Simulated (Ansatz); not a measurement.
The relaxed structure here is a generated cell of KTaO3: the first start was made by placing the elements on the sites of a structure type, and the end was not matched to a known phase here, so it may be hypothetical. Known forms of KTaO3 include space group No. 221.

The end point of a relaxation of KTaO₃. Space group P6₃/mmc (No. 194). These are r2SCAN (plane waves to 500 eV, PAW, scalar-relativistic; Ansatz, a quantum-chemistry and plane-wave program) values and carry that method's errors.

```xyz
10
Lattice="6.0353 0.0000 0.0000 -3.0177 5.2267 0.0000 0.0000 0.0000 5.3802" Properties=species:S:1:pos:R:3 pbc="T T T"
K      0.0000     3.4845     4.0352
K      3.0177     1.7422     1.3451
Ta     0.0000     0.0000     0.0000
Ta     0.0000     0.0000     2.6901
O      0.0000     1.4852     1.3451
O      1.7314     4.4841     1.3451
O     -1.7314     4.4841     1.3451
O      3.0177     3.7415     4.0352
O      1.2863     0.7426     4.0352
O      4.7491     0.7426     4.0352
```

- Volume per atom: 16.97 Å³
- Band gap: 2.62 eV, direct at Γ (no spin-orbit coupling)
- Shortest distances: O–Ta 2.00 Å; O–O 2.57 Å; Ta–Ta 2.69 Å; K–O 3.03 Å
- k-mesh: 7×7×6

Band energies at high-symmetry points (eV from the VBM; labels of this space group; no spin-orbit coupling), from −5 eV up to 7.4 eV:

```csv
point,energies
Γ,-4.28 -4.28 -4.20 -3.92 -3.92 -2.00 -1.84 -1.84 -1.78 -1.78 -1.72 -1.72 -0.81 -0.55 -0.51 -0.51 0.00 2.62 3.73 3.73 5.35 5.35 5.85
M,-4.43 -4.21 -4.20 -3.92 -3.90 -2.17 -2.00 -1.86 -1.81 -1.76 -1.73 -1.62 -1.16 -0.89 -0.77 -0.53 -0.16 2.79 3.82 3.82 5.42 5.57
K,-4.34 -4.34 -4.19 -3.91 -3.91 -2.12 -2.12 -1.79 -1.79 -1.78 -1.78 -1.59 -0.93 -0.93 -0.85 -0.76 -0.18 2.81 3.83 3.83 5.52 5.52
A,-3.66 -3.66 -3.48 -3.48 -3.48 -3.48 -3.17 -3.17 -3.17 -3.17 -2.79 -2.79 -0.38 -0.38 -0.38 -0.38 -0.28 -0.28 4.61 4.61 4.75 4.75 4.75 4.75
L,-3.65 -3.65 -3.48 -3.48 -3.47 -3.47 -3.25 -3.25 -3.09 -3.09 -2.69 -2.69 -0.74 -0.74 -0.58 -0.58 -0.37 -0.37 4.70 4.70 4.78 4.78 4.78 4.78
H,-3.62 -3.62 -3.57 -3.57 -3.38 -3.38 -3.22 -3.22 -3.15 -3.15 -2.68 -2.68 -0.67 -0.67 -0.57 -0.57 -0.53 -0.53 4.70 4.70 4.78 4.78 4.81 4.81
```

No spin polarisation in the result.

The run could not lose the symmetry of its start: the end is stationary, and may be a saddle point rather than a minimum.
